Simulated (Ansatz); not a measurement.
**Coordination and ¹⁷O quadrupole coupling in BaTiO₃**

Cell: a diffraction structure from the COD, its atoms then relaxed with PBE in this cell.

```
Ba Ti O
1.0
     3.99980    0.00000    0.00000
     0.00000    3.99980    0.00000
     0.00000    0.00000    4.01800
Ba Ti O
1 1 3
Direct
  0.00000 0.00000 0.00001
  0.50000 0.50000 0.48564
  0.50000 0.50000 0.02531
  0.50000 0.00000 0.51602
  0.00000 0.50000 0.51602
```

Sites (sets of like atoms) are named by element and the number of their first atom in this list.

The numbers come from a DFT calculation in Ansatz (r2SCAN, plane waves and PAW, scalar-relativistic, 500 eV cutoff, Γ-centred 6×6×6 k-points, Fermi–Dirac smearing 0.02 eV).

Q(¹⁷O) = -25.58 mb.

Task: Rank these O sites by |C_Q|, smallest first.
A. O4: 2 Ti at 2.00 Å, angle 173°; also 4 Ba at 2.79–2.88 Å
B. O3: 2 Ti at 1.85–2.17 Å, angle 180°; also 4 Ba at 2.83 Å

Result: B (1.22 MHz, η = 0.00), A (1.95 MHz, η = 0.02).

An axis of threefold or higher order runs through O3, so V_zz lies along it and η is zero. At O4 V_zz points along the line of its two bonds (within 1°). Like point charges on the first shell alone (each adding as 1/d³) would put O3 above O4: the covalent part of each bond and the atoms beyond the first shell count as well.
